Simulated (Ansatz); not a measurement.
ZrHg, DFT, PBEsol, all-electron PAW with datasets made for the crystal, scalar-relativistic (Ansatz 0.2.0), run on 1 thread of Intel(R) Xeon(R) Platinum 8488C (Sapphire Rapids) on a shared host.

The cell is COD entry 1522699, as deposited and not checked against the literature; nothing was relaxed. The listed cell was then made from it by scaling, straining or moving an atom.

Command: `ansatz run input.yaml --threads 1 --pin off --max-ram 3072MiB --backend cpu --events-out ev --progress --plain --runs-dir out`

```yaml
crystal:
  lattice:
    - [3.147, 0.0, 0.0]
    - [0.0, 3.147, 0.0]
    - [0.0, 0.0, 4.2117]
  atoms:
    - { symbol: Zr, position: [0.5, 0.5, 0.5] }
    - { symbol: Hg, position: [0.0, 0.0, 0.0] }
kpoints:
  mp_grid: { grid: [13, 13, 10] }
scf:
  occupations: { method: fermi_dirac, width: 0.03 }
hamiltonian:
  xc: pbesol
  pseudopotentials: { kind: all_electron, datasets: crystal }
output:
  forces: true
  stress: true
  eigenvalues: true
  efg: { contact_densities: true }
```

(1) How large is the problem that the program sets up?

(2) Estimate the wall time and the peak memory.

(3) And the same cell and mesh by PAW with the default files, asked for forces, stress, eigenvalues, efg, write_density, write_potential, elf, on the same hardware?

Answers

(1) 168 irreducible k-points, 387 plane waves at Γ, 21 bands.

(2) 18 s of wall time for 9 SCF iterations, with a peak of 0.72 GiB. Times on shared machines scatter by tens of per cent.

(3) 7.7 s, peak memory 0.52 GiB.
